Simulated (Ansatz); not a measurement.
An input for the plane-wave PAW code Ansatz:

```yaml
crystal:
  lattice:
    - [0.0, 3.3254362074, 3.3254362074]
    - [3.3254362074, 0.0, 3.3254362074]
    - [3.3254362074, 3.3254362074, 0.0]
  atoms:
    - { symbol: Lu, position: [0.0, 0.0, 0.0] }
    - { symbol: Se, position: [0.25, 0.25, 0.25] }
    - { symbol: Se, position: [0.75, 0.75, 0.75] }
basis:
  ecutwfc: 420
  ecutrho_ratio: 4
kpoints:
  mp_grid: { grid: [10, 10, 10] }
hamiltonian:
  xc: pbesol
scf:
  occupations: { method: gaussian, width: 0.05 }
output:
  forces: true
  stress: true
  eigenvalues: true
```

Launched as:
```sh
ansatz run input.yaml --threads 4 --pin off --max-ram 8192MiB --backend cpu --events-out ev --progress --plain --runs-dir out
```

This is a trial structure made by placing the elements on a prototype's sites, so it needn't be the stable form.

Output, machine lines left out:

```
Pseudopotentials: kind: paw
Pseudopotential: Lu, paw, valence charge 25, recommended cutoff 420 eV (normal), Lu.paw.azcp
Pseudopotential: Se, paw, valence charge 16, recommended cutoff 420 eV (normal), Se.paw.azcp
Crystal: 3 atoms, lattice volume = 73.549 Å³
Basis set: ecut = 420 eV, 1459 PW (Γ), exchange–correlation on 64×64×64 points (8 copies of the dense FFT grid, shifted against one another)
Bands: 35, of which v1, the nominal top of the filled ones, is band 29 counted from 1 (28 counted from 0)
Symmetry: 48 space group operations
Space group: Fm-3m (ITA 225), of the structure as read, at distance tolerance 4.2e-5 Å
k-points: 47 of 1000
Initial density: superposition of atomic densities (neutral atoms: chi_scale 0, normalization atom), corrected by the library's trained network
Initial wavefunctions: pseudopotential atomic-orbital guess
Functional: x = pbesol(κ = 0.804, μ = 0.12346), c = pbesol(β = 0.046)
```

SCF trace (energy estimate counted from the last row):
```
iteration   ΔE (eV)  density residual (eV)
        1    -0.007                9.73e-3
        2  -3.3e-04                3.82e-4
        3  -1.8e-04                1.21e-4
        4  -5.6e-05                5.80e-5
        5     0.000                2.84e-6
        6     0.000                1.49e-7
        7     0.000                2.73e-9
```

```
SCF 1 converged in 7 iterations: F = -25463.613193 eV  dr2 = 2.73e-9
SCF converged after 7 iterations
Free energy (F): -25463.613193 eV
E sigma→0 (E₀):  -25463.612048 eV
Entropy (-TS):   -0.002288 eV (-0.763 meV/atom)
Fermi energy:    10.450011 eV
--- Per-component energies (eV) ---
  E_band       = -749.832021
  E_kinetic    = 657.859308
  E_local      = -11803.994514  (includes V_loc(G=0)·N_el)
  E_nonlocal   = -604.458008
  E_hartree    = 5334.521284
  E_xc         = -424.647312
  E_vxc        = -455.656452  (∫ρ·V_xc dr)
  E_paw        = -10989.844497  (= ΣΔE_a)
  E_vpaw       = 787.376029  (= ΣTr[D̂ρ^β])
  E_aug_tail   = -0.001169  (compensation charges beyond the density's cutoff)
  E_ewald      = -7636.255065
  E_core_change = 3.209069  (= ΣΔE_core)
  E_smearing   = -0.002288  (= −TS)
--- Forces (eV/Å), atoms counted from 1 ---
  atom   1  Lu     0.00000000     0.00000000     0.00000000
  atom   2  Se     0.00000000     0.00000000     0.00000000
  atom   3  Se     0.00000000     0.00000000     0.00000000
--- Stress (GPa, compression-positive) ---
       -0.015787       0.000000       0.000000
        0.000000      -0.015787       0.000000
        0.000000       0.000000      -0.015787
  P = ⅓ Tr σ = -0.0158 GPa (-0.158 kbar)
```

In short (PBEsol): pressure 0.0 GPa, gap on the mesh zero (metallic).

Cost: 2.4 s on 4 threads of Arm Neoverse V1 (shared host), peak memory 0.44 GiB.

For elements this heavy, spin–orbit coupling would shift levels and gaps; it isn't included here. The cell is a metal with an odd number of electrons, and spin polarisation wasn't tried.
